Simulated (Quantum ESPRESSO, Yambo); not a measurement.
# PbSe at +1 % isotropic strain: DFT and GW levels

PbSe is modelled in the cubic space group Fm-3m (No. 225), the rock salt structure, Pearson symbol cF8. Lattice parameters: a = 6.157 Å, b = 6.157 Å, c = 6.157 Å, α = 90.00°, β = 90.00°, γ = 90.00°. Se on 4b sees 6 Pb at 3.079 Å (octahedral). Pb on 4a sees 6 Se at 3.079 Å (octahedral). (Neighbours: up to the widest gap in distance over summed covalent radii, below 1.35, at either atom; cation-cation contacts left out.)
(The calculation used a cell of 2 atoms; values per cell refer to that cell.)

The PBEsol cell relaxed from Materials Project entry mp-2201 was given an isotropic strain of +1 % on all lattice vectors, and the atoms were relaxed again.

Starting point: PBE (stringent potentials; Quantum ESPRESSO, PseudoDojo norm-conserving, 104 Ry, no spin-orbit coupling). G0W0 in Yambo: 4×4×4 Γ-centred k mesh, bands 14 to 267 and a 15 Ry block in the screening, 267 bands in G with the Bruneval-Gonze terminator, plasmon pole fitted at 27.2 eV.

```yaml
PBE gap along the band path: 0.35 eV
PBE gap between the mesh's edge points (L → L): 0.35 eV
G0W0 gap between the same points: 0.49 eV
```

```json
[
 {"k point": "Γ", "band": "VB", "E PBE (eV)": "-1.78", "E QP (eV)": "-2.35", "shift (eV)": "-0.56", "Z": "0.78"},
 {"k point": "Γ", "band": "CB", "E PBE (eV)": "4.69", "E QP (eV)": "4.70", "shift (eV)": "0.01", "Z": "0.78"},
 {"k point": "L", "band": "VB", "E PBE (eV)": "0.00", "E QP (eV)": "-0.38", "shift (eV)": "-0.38", "Z": "0.79"},
 {"k point": "L", "band": "CB", "E PBE (eV)": "0.35", "E QP (eV)": "0.12", "shift (eV)": "-0.24", "Z": "0.81"},
 {"k point": "W", "band": "VB", "E PBE (eV)": "-0.75", "E QP (eV)": "-1.21", "shift (eV)": "-0.47", "Z": "0.78"},
 {"k point": "W", "band": "CB", "E PBE (eV)": "1.92", "E QP (eV)": "1.80", "shift (eV)": "-0.12", "Z": "0.80"}
]
```

Energies count from the PBE valence-band maximum.

Convergence of the G0W0 settings was not tested.

Spin-orbit coupling is left out; with 6p states at a band edge it can lower the gap by many tenths of an eV, most of a small gap.
